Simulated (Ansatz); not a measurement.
LaMg₂Si₂:
```
CELL_PARAMETERS angstrom
      4.31830     0.00000     0.00000
      0.00000     4.31830     0.00000
      0.00000     0.00000     5.82125
ATOMIC_POSITIONS crystal
  La 0.00000 0.00000 0.00000
  Mg 0.00000 0.50000 0.50000
  Mg 0.50000 0.00000 0.50000
  Si 0.50000 0.50000 0.19879
  Si 0.50000 0.50000 0.80121
```

Relaxed with r²SCAN. Special points in fractions of this cell's reciprocal vectors: Γ (0.000, 0.000, 0.000); X (0.000, 0.500, 0.000); M (0.500, 0.500, 0.000); Z (0.000, 0.000, 0.500); R (0.000, 0.500, 0.500); A (0.500, 0.500, 0.500).

List the band energies nearest the Fermi level at these points for r²SCAN (plane waves, PAW; program Ansatz).

In eV from the Fermi level; about four levels below and three above (degenerate sets whole), none deeper than 8.9 eV; points with the same levels are listed once.

| k | below | above |
|---|---|---|
| Γ | -0.91 -0.17 -0.14 -0.14 | 1.86 1.86 1.86 |
| X | -4.64 -2.62 -1.63 -1.29 | 0.87 1.76 2.03 |
| M | -3.73 -3.73 -2.37 -2.37 -2.12 | 1.35 1.35 2.34 2.34 |
| Z | -1.00 -1.00 -0.67 -0.45 | 1.50 1.72 2.27 |
| R | -4.09 -4.09 -2.29 -1.34 -0.35 | 0.43 0.99 1.17 |
| A | -2.44 -2.44 -1.03 -0.78 | 1.30 1.56 2.13 2.13 |

Space group P4/mmm. The workflow started from a Materials Project entry (that database holds measured and hypothetical structures alike); the Crystallography Open Database copy checked does not list it. Its standing as an ambient phase is unchecked. The cell was relaxed with r²SCAN under the symmetry of its start; its stability against distortions is not shown here. Spin–orbit coupling is left out wherever it is not named.

Potentials: the later of the program's two PAW sets.
